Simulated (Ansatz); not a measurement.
YTiGe (I4/mmm): electronic heat capacity and spin susceptibility from the density of states

Computed with DFT r2SCAN, scalar-relativistic, plane waves, PAW (Ansatz).

Plane waves to 500 eV, a k mesh through Γ of 12×12×12 on the computed 6-atom cell and Gaussian smearing (0.10 eV); no spin polarisation.

Relaxed cell: I4/mmm, a = 4.066 Å, b = 4.066 Å, c = 15.283 Å, α = 90.00°, β = 90.00°, γ = 90.00°, 6 atoms in the primitive cell. Whether it is the stable form of this composition wasn't checked.

The density of states at the Fermi level is 10.589 states/eV in the cell of 6 atoms (2 formula units; both spins, tetrahedra on a 18×18×18 mesh). Averaged over bins of 0.1 eV the density runs from 7.6 to 10.5 states/eV within 0.2 eV of the Fermi level, so the figure hangs on the exact place of that level.

**Question.** What Sommerfeld coefficient and Pauli susceptibility does this give?

**Answer.** Per formula unit N(E_F) = 5.294 states/eV. γ = (π²/3) k_B² N(E_F) N_A = 2.357 mJ/(mol K²) per state/eV, so γ = 12.5 mJ/(mol K²), a mole of formula units. χ_P = μ_B² N(E_F) N_A = 3.23×10⁻⁵ emu/mol per state/eV gives 17.1×10⁻⁵ emu/mol. This is the bare band result: a measured γ of the same phase is as a rule larger by a factor 1 + λ from phonons and spin fluctuations, the spin part of χ is larger by the Stoner factor, and a measured χ also holds orbital and core terms. N(E_F) at one energy is sensitive to the mesh where the density of states has sharp peaks.

Spin polarisation was left out, and a magnetic state may lie lower.

Cost: 1 run of about 9.4 core-minutes, on Arm Neoverse V1 (shared hosts).